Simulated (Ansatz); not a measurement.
## Surface calculation: bcc Ta (111), 5 layers

The slab is cut from the bcc crystal, the stable phase, as relaxed on PAW files (18.29 Å³/atom), with 16 Å of vacuum and a dipole correction:

```
Ta
1.0
     4.69456    0.00000    0.00000
    -2.34728    4.06561    0.00000
     0.00000    0.00000   19.83310
Ta
5
Direct
  0.83333 0.16667 0.40337
  0.16667 0.83333 0.45168
  0.50000 0.50000 0.50000
  0.83333 0.16667 0.54832
  0.16667 0.83333 0.59663
```

All numbers are PBE results (scalar-relativistic) from Ansatz 0.2.0, with a Γ-centred 9×9×1 k mesh, Fermi–Dirac smearing of 0.08 eV, no spin polarisation. Methods: LAPW: all electrons, basis error target 1 meV/atom; PAW: frozen-core files, cutoff 420 eV.

The bulk energy comes from a cell in the slab's orientation on a 9×9×13 mesh. The surface energy is (E(slab) − N·E(bulk))/2A at zero smearing, the mean of both faces; thin slabs carry quantum-size effects.

Spin–orbit coupling is left out, which matters for the heavy atoms.

Q: As cut, the LAPW slab lies 7.382 eV above 5 atoms of bulk. What surface energy is that?

A: Over two faces of 19.09 Å² it is 193.4 meV/Å², and times 16.02 J/m² per eV/Å² that gives γ = 3.098 J/m².

```csv
method,γ as cut (J/m²),γ relaxed (J/m²),Φ as cut (eV),Φ relaxed (eV)
LAPW,3.098,?,3.55,?
```

Q: Give the missing entry: row "LAPW", column "Φ relaxed (eV)".

A: 3.71.

Q: Fill in "γ relaxed (J/m²)" for the row "LAPW".

A: 2.742.

Q: How do the spacings between the planes relax?

A: From the bottom face up: d12 -16.0 % of 0.958 Å, d23 -8.9 % of 0.958 Å, d34 -8.9 % of 0.958 Å, d45 -16.0 % of 0.958 Å.

Q: What changes if the vacuum is set to 7 Å?

A: LAPW then gives: no gap, work function 3.65 (top) and 3.69 (bottom) eV; PAW: no gap, work function 3.64 (top) and 3.69 (bottom) eV. The program warns that the vacuum is too thin.

Q: A 4f core hole is made on one atom of each kind in every 1×1 cell (PAW hole dataset, neutral cell, valence without spin). What does it cost by layer?

A: layer 1 23.05 eV, layer 2 22.58 eV, layer 3 23.25 eV. Shifts between layers mean more than the absolute values, and a whole layer of holes screens otherwise than one hole.

Q: In the relaxed 1×1 cell, replace the outer, then the middle Ta by W, which changes a whole layer. What shift does this Z+1 picture give?

A: E(outer) − E(middle) = -0.13 eV by LAPW and -0.13 eV by PAW; a positive value puts the surface line at higher binding energy.
